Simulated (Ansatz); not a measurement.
BaSbPt: enthalpy under pressure, worked through

The calculation used Ansatz, DFT r2SCAN, scalar-relativistic, plane waves, PAW. Settings: 500 eV cutoff, 12×12×8 k-mesh, Gaussian smearing of 0.10 eV, no spin polarisation.

Starting point, cell and atoms relaxed:

```yaml
crystal:
  lattice:
    - [4.57301, 0.00000, 0.00000]
    - [-2.28650, 3.96034, 0.00000]
    - [0.00000, 0.00000, 4.94208]
  atoms:
    - { symbol: Ba, position: [0.00000, 0.00000, 0.00000] }
    - { symbol: Sb, position: [0.66667, 0.33333, 0.50000] }
    - { symbol: Pt, position: [0.33333, 0.66667, 0.50000] }
```

Cell and atoms were relaxed at each target pressure within the start's symmetry (P-6m2), at zero temperature; other phases can be more stable under pressure. H = E + PV with P the target; E is the free energy at the smearing used, whose derivative the pressure is, per atom and counted from zero pressure. The mesh named is that at zero pressure; some other pressures ran on another.

A cell with an odd number of electrons and no spin polarisation is a metal by construction and may be lower with spin. Spin–orbit coupling is left out, which can shift energies with elements as heavy as these.

| P (GPa) | V (Å³/atom) | E − E0 (meV) | H − H0 (meV) |
| --- | --- | --- | --- |
| 0 | 29.835 | 0.0 | 0.0 |
| 3 | 28.482 | 12.2 | 545.5 |
| 8 | 26.727 | 71.1 | 1405.7 |
| 15 | 24.840 | 205.2 | 2530.8 |

Question: Thermodynamics gives dH/dP = V along a relaxed path. Integrate V over P by the trapezoid rule and compare with the computed enthalpies.

Answer: With 1 eV/Å³ = 160.22 GPa, each step adds the mean volume times ΔP / 160.22:
```csv
P (GPa),∫V dP (meV),H − H0 (meV),difference (meV)
3,546.0,545.5,0.5
8,1407.4,1405.7,1.8
15,2533.9,2530.8,3.2
```

V(P) curves upward, so the trapezoid rule runs high; integrating a smooth curve through the same points puts that excess at about 3.5 meV at 15 GPa, against the 3.2 meV found.

Question: At 15 GPa, how much of the enthalpy change is stored energy and how much is the PV term?

Answer: E rises by 205 meV/atom and PV is 15 × 24.840 / 160.22 = 2326 meV/atom, so PV makes 92 % of ΔH. So between rival structures at high pressure a small difference in volume can outweigh the difference in energy: 1 % of this volume is worth 23.3 meV/atom at this pressure.

Question: What bulk modulus do the lowest pressures give, and how is the compression shared among the axes?

Answer: From the pressures that the runs reached, -3.01 GPa (31.585 Å³) and 3.02 GPa (28.482 Å³), B = −ΔP/Δln V = 6.03 / 0.1034 = 58 GPa, a mean over that range. The linear compressibilities −Δln(length)/ΔP are 3.23 along a, 3.23 along b, 10.70 along c (in TPa⁻¹). With fixed angles they add up to 1/B: 17.16 against 17.16. Softest: c, at 62 % of the volume change per axis.